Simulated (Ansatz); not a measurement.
According to DFT-PBE in the program Ansatz with PAW potentials, Ag in the hexagonal phase (P6/mmm; Ag on 2e, Ag on 2d, Ag on 3f) relaxes to a = 5.387 Å, c = 5.260 Å.

Electronic character: metallic (no gap). Gap from PBE with spin–orbit coupling: none (metallic).

The bulk modulus is 804 kbar.

The start of the workflow was typed in or built on a structure type; neither database checked (COD, Materials Project) lists it. It is not the phase usual at ambient conditions (space group No. 225). The PBE relaxation kept the symmetry of its start; its stability against distortions is not shown here. No spin polarisation was allowed. Axis ratios of metals converge slowly with the k-mesh, so a and c are less sure than the volume. Spin–orbit coupling is left out wherever it is not named.

Potentials: the later of the program's two PAW sets.
